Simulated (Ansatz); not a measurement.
Given:

InRh:
```cif
data_InRh
_chemical_formula_sum 'In1 Rh1'
_space_group_name_H-M_alt 'P 1'
_space_group_IT_number 1
_cell_length_a 3.16061
_cell_length_b 3.16061
_cell_length_c 3.16061
_cell_angle_alpha 90.000
_cell_angle_beta 90.000
_cell_angle_gamma 90.000
loop_
_space_group_symop_operation_xyz
  'x, y, z'
loop_
_atom_site_label
_atom_site_type_symbol
_atom_site_fract_x
_atom_site_fract_y
_atom_site_fract_z
_atom_site_occupancy
In1 In 0.00000 0.00000 0.00000 1
Rh1 Rh 0.50000 0.50000 0.50000 1
```

This is the LDA-relaxed structure.

Q: All from DFT-LDA in the program Ansatz with PAW potentials, unless another level is named. Estimate the highest zone-centre frequency.

A: 184 cm⁻¹.

Q: And the bulk modulus (Birch–Murnaghan fit)?

A: 189 GPa.

Q: Give the elastic constants (relaxed ions, GPa).

A: C11 = 185, C12 = 192, C44 = 94.1.

Space group Pm-3m (CsCl type). The first step of the workflow began from a Materials Project structure, measured or hypothetical; the Crystallography Open Database files this formula in space group No. 221, but the cells were not matched. Whether it is the stable phase at ambient conditions was not checked. The LDA relaxation kept the symmetry of its start. At this level the phase is mechanically unstable. No spin polarisation was allowed. As this level gives no gap, shear constants depend on the k-mesh and smearing (Fermi–Dirac, 0.1 eV here). As this level gives no gap, phonon frequencies hold no LO–TO term and depend on the k-mesh and smearing (Fermi–Dirac, 0.1 eV here).

Potentials: the later of the program's two PAW sets.
